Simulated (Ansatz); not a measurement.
Here is the system:

BiB:
```cif
data_BBi
_chemical_formula_sum 'B1 Bi1'
_space_group_name_H-M_alt 'P-6m2'
_space_group_IT_number 187
_space_group_name_Hall 'P -6 2'
_cell_length_a 3.64189
_cell_length_b 3.64189
_cell_length_c 3.36421
_cell_angle_alpha 90.000
_cell_angle_beta 90.000
_cell_angle_gamma 120.000
loop_
_atom_site_label
_atom_site_type_symbol
_atom_site_symmetry_multiplicity
_atom_site_Wyckoff_symbol
_atom_site_fract_x
_atom_site_fract_y
_atom_site_fract_z
_atom_site_occupancy
B1 B 1 a 0.00000 0.00000 0.00000 1
Bi1 Bi 1 f 0.66667 0.33333 0.50000 1
```

This is the PBE-relaxed structure.

Q: All from PBE (plane waves, PAW; program Ansatz), unless another level is named. Give the electronic character.

A: metallic (no gap).

Q: Predict the density of states at the Fermi level.

A: 0.48 states/eV per atom (mean over ±0.08 eV).

Q: What about the formation energy from the elements (no fitted shifts)?

A: 1.36 eV/atom.

A made-up cell: these elements were put on the sites of a structure type; neither database checked (COD, Materials Project) lists it. Its standing as an ambient phase is unchecked. The cell was relaxed with PBE under the symmetry of its start; its stability against distortions is not shown here. The references are the lowest solids computed at this level, not always the standard phases. Scalar-relativistic: spin–orbit coupling is off unless named, which matters more the heavier the elements.

Potentials: the later of the program's two PAW sets.
